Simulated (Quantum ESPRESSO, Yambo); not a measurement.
Levels of theory for the gap of NiSi3P4

NiSi₃P₄ (space group I-42m, No. 121): one geometry, one set of norm-conserving PBEsol (Quantum ESPRESSO, 98 Ry, scalar-relativistic) orbitals, self-energies from Yambo (4×4×4 Γ-centred k mesh, bands 5 to 149 and a 6 Ry block in the screening, 149 bands in G with the Bruneval-Gonze terminator, plasmon pole fitted at 27.2 eV).

The geometry is that of Materials Project entry mp-8311, symmetrised and not relaxed again.

```
level                                                        gap Γ → Z (eV)  direct gap at Γ (eV)                   rough Yambo cost
-----------------------------------------------------------  --------------  --------------------  ---------------------------------
PBEsol (Quantum ESPRESSO)                                              0.26                  0.49                                  –
exchange only (Hartree-Fock self-energy on PBEsol orbitals)            6.36                  4.50             about 1/10 (10 states)
static COHSEX@PBEsol                                                   0.44                  0.94  within a factor of two (3 states)
G0W0@PBEsol, plasmon pole                                              0.50                  0.76                      1 (10 states)
```

Bare exchange has no screening and gives the widest gap. COHSEX doesn't lie clearly above G0W0 here; the order may hang on the settings. All rows use the PBEsol edge points; in the exchange only run other k points give a smaller gap, 4.50 eV.

Costs are rough ratios of core time on shared machines.

Convergence of the G0W0 settings was not tested.

The runs are not spin-polarised; magnetic order was not tried.
